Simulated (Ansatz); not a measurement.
# Profile along the Zn–O line in ZnO (wurtzite)

ZnO (wurtzite)

Space group P6₃mc (No. 186); a = b = 3.230 Å, c = 5.215 Å, α = β = 90.00°, γ = 120.00°

```json
[
 {"atom": "Zn", "site": "2b", "symmetry": "3m.", "x": "0.6667", "y": "0.3333", "z": "0.0020"},
 {"atom": "O", "site": "2b", "symmetry": "3m.", "x": "0.3333", "y": "0.6667", "z": "0.1232"}
]
```

Fields along a shortest Zn–O line of a (1 -1 0 0) plane (1.98 Å), from Zn to O, interpolated on the slice's grid (step about 0.2 Å). Calculation: PBEsol (plane waves to 420 eV, PAW, scalar-relativistic; Ansatz, a quantum-chemistry and plane-wave program). k mesh 12×12×7. Inside the PAW spheres the values are not all-electron values, and peaks at nuclei hang on which shells count as valence. ZnO was relaxed with its symmetry unable to fall.

```
distance from Zn (Å)  valence electron density (e/Å³)  electron localisation function
--------------------  -------------------------------  ------------------------------
0.00                                            46.37                               x
0.20                                            30.13                               x
0.40                                             9.14                               x
0.59                                             2.09                            0.06
0.79                                             0.78                            0.14
0.99                                             0.60                            0.25
1.19                                             0.94                            0.67
1.39                                             2.08                            0.82
1.58                                             4.53                               x
1.78                                             6.83                               x
1.98                                             7.59                               x
```

x: too close to a nucleus for the ELF to mean much.

Density on the Zn–O line (1.98 Å) at its density minimum, 0.9 Å from Zn: 0.60 e/Å³. ELF at that point: 0.2.
